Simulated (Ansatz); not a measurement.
A geometry of LiNbO3 away from equilibrium: the start of the relaxation of a generated trial cell of LiNbO3 in the LiNbO3 structure type. Calculation: PBE (plane waves to 420 eV, PAW, scalar-relativistic; Ansatz, a quantum-chemistry and plane-wave program). Γ-centred k-mesh 6×6×6 on the run's cell (coarser than for final values), Fermi–Dirac smearing 0.05 eV.

```xyz
10
Lattice="2.6271 1.5168 4.6253 -2.6271 1.5168 4.6253 0.0000 -3.0335 4.6253" Properties=species:S:1:pos:R:3 pbc="T T T"
Li     0.0000     0.0000     9.8866
Li     0.0000     0.0000     2.9486
Nb     0.0000     0.0000    13.6983
Nb     0.0000     0.0000     6.7603
O     -0.5824     1.5005     8.0943
O      1.5907    -0.2459     8.0943
O     -1.0083    -1.2547     8.0943
O      1.0364     1.2709     5.7817
O      0.5824    -1.5330     5.7817
O     -1.6188     0.2621     5.7817
```

**Question.** Give the Cartesian forces on all atoms (eV/Å).

**Answer.** 
```csv
atom,Fx,Fy,Fz
Li1,0.00,0.00,-0.08
Li2,0.00,0.00,-0.08
Nb3,0.00,0.00,-0.41
Nb4,0.00,0.00,-0.41
O5,-0.24,-0.12,0.17
O6,0.01,0.27,0.17
O7,0.23,-0.14,0.17
O8,-0.01,0.27,0.17
O9,0.24,-0.12,0.17
O10,-0.23,-0.14,0.17
```

**Question.** What is the pressure?

**Answer.** +0.5 GPa, compression positive.

**Question.** How far above the relaxed end point is this geometry?

**Answer.** 0.01 eV/atom; the path ends in R3c (No. 161) (AFLOW prototype ABC3_hR10_161_a_a_b (as in LiNbO3)).

No spin polarisation in the result.

The run could not lose the symmetry of its start.
